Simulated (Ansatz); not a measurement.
Rb$_{2}$NaYF$_{6}$ in space group Fm-3m (No. 225; Rb on 8c, Na on 4b, Y on 4a, F on 24e), the program Ansatz at the r²SCAN level (PAW). The conduction-band minimum lies at Γ, with 1 equivalent valley. Second derivatives d²E/dk² of the lowest band at one valley (eV·Å²), along Cartesian directions:

| direction | d²E/dk² |
|---|---|
| [100] | 15.01 |
| [010] | 15.01 |
| [001] | 15.01 |
| [110] | 15.01 |
| [101] | 15.01 |
| [011] | 15.01 |

Problem. Find the principal effective masses, the density-of-states mass and the conductivity mass.

Solution. Off-diagonal terms follow from H_xy = H[110] − (H_xx + H_yy)/2, and m*/mₑ = 7.620 eV·Å² over each eigenvalue: 0.51, 0.51, 0.51. One valley's DOS mass (m₁m₂m₃)^(1/3) = 0.51, conductivity mass 3/(Σ 1/mᵢ) = 0.51 mₑ.

Problem. What effective density of states Nc follows at 300 K for parabolic valleys?

Solution. Nc = 2.509e19 × 1 × (0.51)^(3/2) ≈ 9.1e18 cm⁻³.

The first step of the workflow began from a Materials Project structure, measured or hypothetical; the Crystallography Open Database files this formula in space group No. 225, but the cells were not matched. Its standing as an ambient phase is unchecked. The cell was relaxed with r²SCAN under the symmetry of its start; its stability against distortions is not shown here. The run is not spin-polarised. Scalar-relativistic: spin–orbit coupling is off unless named, which matters more the heavier the elements.

Potentials: the later of the program's two PAW sets.

Edges and masses are those of Kohn–Sham bands, whose gap is no quasiparticle gap.
